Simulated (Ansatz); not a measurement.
The elements of this relaxed trial crystal are hidden behind letters.

```
lattice vectors (Å)
   6.9832    0.0000    0.0000
   0.0000    6.9832    0.0000
   0.0000    0.0000    4.4118
fractional positions
X 0.5000 0.0000 0.1225
X 0.0000 0.5000 0.8775
Z 0.0000 0.7512 0.3758
Z 0.0000 0.2488 0.3758
Z 0.7488 0.5000 0.3758
Z 0.2512 0.5000 0.3758
Z 0.5000 0.2512 0.6242
Z 0.5000 0.7488 0.6242
Z 0.7512 0.0000 0.6242
Z 0.2488 0.0000 0.6242
Z 0.0000 0.0000 0.0000
Z 0.5000 0.5000 0.0000
```

The calculation used DFT PBE, scalar-relativistic, plane waves, PAW in Ansatz 0.2.0. The final run on the 12-atom cell used 420 eV, a Γ-centred 6×6×10 mesh, 0.10 eV smearing and no spin polarisation.

* Space group: P4/nmm (No. 129)
* Conventional cell: a = 6.983 Å, c = 4.412 Å
* Volume per atom: 17.93 Å³
* Density: 2.86 g/cm³
* Energy over the elements: +0.10 eV/atom
* Gap on the 6×6×10 mesh of the 12-atom cell: 0 eV (a metal)

Energies are uncorrected and count from the elements' standard states at the same level.

**Question.** X is a d-block element of period 4 and Z is a p-block element of period 3. Which elements are they?

**Answer.** X = Sc, Z = Si, so the formula is ScSi5. Density times volume gives a mean mass of 2.86 × 17.93/1.6605 = 30.9 u per atom, and this set has 30.9 u. Around Sc lie 8 Si at 2.81–2.82 Å; around Si on a site of symmetry m lie 3 Si at 2.40–2.48 Å, 2 Si at 2.69 Å and 2 Sc at 2.81–2.82 Å; Si on a site of symmetry -4m2 has 4 Si at 2.40 Å. Other sets within the hints have nearly the same mass, so mass alone doesn't settle it; this one was computed.

A structure relaxed within its symmetry needn't be a true minimum.
